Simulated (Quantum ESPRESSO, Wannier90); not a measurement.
# Cu$_{2}$O (Pn-3m): Wannier90 run

```
begin unit_cell_cart
ang
    4.2467000000    0.0000000000    0.0000000000
    0.0000000000    4.2467000000    0.0000000000
    0.0000000000    0.0000000000    4.2467000000
end unit_cell_cart
begin atoms_frac
Cu   0.2500000000  0.2500000000 -0.2500000000
Cu   0.2500000000 -0.2500000000  0.2500000000
Cu  -0.2500000000 -0.2500000000 -0.2500000000
Cu  -0.2500000000  0.2500000000  0.2500000000
O    0.5000000000  0.5000000000  0.5000000000
O    0.0000000000  0.0000000000  0.0000000000
end atoms_frac
```

Structure: Materials Project mp-361, symmetrised, not relaxed again. COD (Crystallography Open Database) has an entry of this formula and space group (matched by these alone). Level: LDA, no spin polarisation, no spin-orbit coupling; pw.x of Quantum ESPRESSO at 74 Ry with PseudoDojo potentials, 6×6×6 k-points, Wannier90. Density: 8×8×8 mesh, Gaussian smearing 0.01 Ry. A non-magnetic state is assumed, with no Hubbard U; filled 3d bands tend to lie too high at this level.

Bands 19-44 form an isolated set from -7.58 to 0.00 eV relative to the valence-band maximum (on the path) and are turned into 26 Wannier functions by minimising the spread from the start: atomic waves Cu 3d, O 2p.

### Question
Where do the functions sit, how wide are they and what are they made of?

### Answer
```
functions  spread (Å²)  nearest atom, distance (Å)  second atom, distance (Å)  weight on atomic waves
---------  -----------  --------------------------  -------------------------  ----------------------
8                 0.52                     Cu 0.00                     O 1.84              Cu 3d 99 %
12                0.80                     Cu 0.00                     O 1.84   Cu 3d 92 %, Cu 4s 6 %
6                 1.17                      O 0.00                    Cu 1.84   O 2p 85 %, Cu 4s 10 %
```

Ω_I = 19.27 Å², Ω_total = 20.78 Å²; the interpolated bands follow pw.x to 4.0 meV rms on the path. Only this start was tried; a symmetric start can stop on a saddle, and mixtures of these functions could lower the total by at most Ω_total − Ω_I.
